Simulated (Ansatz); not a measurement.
This Sn3PbO4 structure is the end of a relaxation. The cell was found from a structure generator's guess, not taken from experiment.

These are results of DFT PBE, scalar-relativistic, plane waves, PAW (Ansatz), not measurements. Cutoff 420 eV, Γ-centred mesh, Gaussian smearing, no spin polarisation.

```yaml
crystal:
  lattice:
    - [3.90688, 0.00000, 0.00000]
    - [0.00000, 3.90688, 0.00000]
    - [0.00000, 0.00000, 10.40215]
  atoms:
    - { symbol: Sn, position: [0.50000, 0.50000, 0.10016] }
    - { symbol: Sn, position: [0.50000, 0.50000, 0.61879] }
    - { symbol: Sn, position: [0.00000, 0.00000, 0.87940] }
    - { symbol: Pb, position: [0.00000, 0.00000, 0.38911] }
    - { symbol: O, position: [0.00000, 0.50000, 0.99352] }
    - { symbol: O, position: [0.00000, 0.50000, 0.51275] }
    - { symbol: O, position: [0.50000, 0.00000, 0.99352] }
    - { symbol: O, position: [0.50000, 0.00000, 0.51275] }
```

Energies over the elements count from the elements' standard structures at the same level (O₂ as a molecule), with no fitted energy shifts. The references include grey tin.

Question: What space group does it have?

Answer: P4mm (No. 99). Conventional cell: a = 3.907 Å, c = 10.402 Å. Sn on its first site is surrounded by 4 O at 2.25 Å; Sn on its second site has 4 O at 2.24 Å; Pb is surrounded by 4 O at 2.34 Å; O on its first site is surrounded by 4 Sn at 2.25–2.29 Å and 4 O at 2.76 Å; 2 more sites not described.

Question: How far does it lie from the elements in energy?

Answer: −1.218 eV/atom. Whether it is stable depends on the other phases of the system, which aren't compared here.

Question: Is it a metal?

Answer: No, the gap on the 8×8×4 mesh is 0.82 eV.

The last run used an 8×8×4 mesh (in the run's order of axes) for its 8-atom cell and Gaussian smearing of 0.02 eV. No dispersion correction is applied, so the spacing and binding between layers, chains or molecules are poorly described. These runs have no spin–orbit coupling, which can matter for Pb. Kohn–Sham gaps at this level usually fall short of measured ones. The missing spin–orbit coupling can work the other way here. Symmetry constrained the relaxation, so the result can be a saddle point.
